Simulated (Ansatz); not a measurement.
Starting cell, ZnAu (CsCl type):

```yaml
crystal:
  lattice:
    - [3.09586, 0.00000, 0.00000]
    - [0.00000, 3.09586, 0.00000]
    - [0.00000, 0.00000, 3.09586]
  atoms:
    - { symbol: Zn, position: [0.50000, 0.50000, 0.50000] }
    - { symbol: Au, position: [0.00000, 0.00000, 0.00000] }
```

A phonon eigenvector at Γ is frozen into this cell: atom i moves by Q times the vector below, so Q is the largest atomic displacement, in Å. The cell is held. It is one choice among 3 degenerate patterns.

```tsv
atom	x	y	z
Zn1	0.000	0.000	-1.000
Au2	0.000	0.000	0.332
```

Calculation: LDA (plane waves to 420 eV, PAW, scalar-relativistic; Ansatz, a first-principles code). k mesh 15×15×15 (Γ-centred), Fermi-Dirac smearing 0.05 eV. With partly filled bands, energies and forces of such displacements shift with the k mesh and the smearing. Spin-orbit coupling is left out, though Au is heavy. ZnAu was relaxed with its symmetry unable to fall. 

```
Q (Å)   −dE/dQ from forces (eV/Å)
------  -------------------------
-0.180                      1.265
-0.150                      1.055
-0.120                      0.844
-0.090                      0.633
-0.060                      0.422
-0.030                      0.211
0.000                       0.000
0.030                      -0.211
0.060                      -0.422
0.090                      -0.633
0.120                      -0.844
0.150                      -1.055
0.180                      -1.265
```

Task: What harmonic wavenumber does the curvature at Q = 0 give?

Result: 148 cm⁻¹. E″ = 7.02 eV/Å², M = Σ mᵢ|uᵢ|² = 87.1 u, ν̃ = 521.5·√(|E″|/M).

(A displaced cell: forces are minus the slopes of the energy, force constants its curvatures, and phonons follow from these.)
